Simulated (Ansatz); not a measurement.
## Notes on NaTa₂PdF₁₁

```xyz
15
Lattice="5.7019 -1.9622 4.9087 -0.7930 5.6569 0.0000 -2.1616 -1.9622 4.9087" Properties=species:S:1:pos:R:3 pbc="T T T"
Na    0.0000    0.0000    0.0000
F     0.8334    2.9895    2.9879
F     1.9138   -1.2569    6.8295
F     1.3736    0.8663    4.9087
F     3.3451   -0.6530    4.5106
F    -0.5979    2.3855    5.3068
Ta   -0.1594    1.3882    3.5932
Ta    2.9067    0.3444    6.2242
Pd    2.8509   -0.9811    2.4543
F     4.7112   -0.7277    6.5526
F    -1.9639    2.4602    3.2648
F     1.1039    0.2601    2.4725
F     1.6434    1.4724    7.3449
F    -1.1708   -0.1490    4.1400
F     3.9180    1.8816    5.6774
```

Single point in Ansatz 0.2.0 with PBE, no spin polarisation. Cutoff 420 eV, PAW datasets, 3×4×4 Γ-centred k mesh, tetrahedron filling.

Q: Where is the largest force?

A: The largest is on F5 (and as large on other atoms): 2.49 eV/Å, components (0.10, 0.83, 2.35). It makes 18° with the line to a nearest neighbour, Ta8 at 2.03 Å, pointing towards it.

Q: Describe some of the short contacts.

A: Ta–F at 1.92 Å: least valence density 0.92 e/Å³ and ELF 0.19 there. F–Pd at 2.14 Å: least valence density 0.49 e/Å³ and ELF 0.11 there. Na–F at 2.20 Å: least valence density 0.16 e/Å³ and ELF 0.03 there. These are pseudo-fields; inside the PAW spheres they differ from the all-electron ones.

Q: What happens at the Fermi level?

A: It is a metal, with about 11 states/eV a cell as the mean within 0.25 eV of the Fermi level, mostly Pd d (51 %), Ta d (33 %) and F p (13 %).

Q: Is it stable against the elements?

A: -2.61 eV an atom against the elements' usual phases (free molecules for gases, crystals otherwise, with no correction for O₂ or N₂), so it is bound against them; other compounds may still compete. Relaxing would lower it.

Origin: a known structure type with other elements, at an estimated volume, so it need not be a known compound. Caveats: empty levels are not fully converged; many states at the Fermi level without spin polarisation, so a magnetic state may lie lower; the k mesh is coarse if the cell is a metal; atoms or cell far from equilibrium; forces and stress under tetrahedra may miss the slope of the energy.
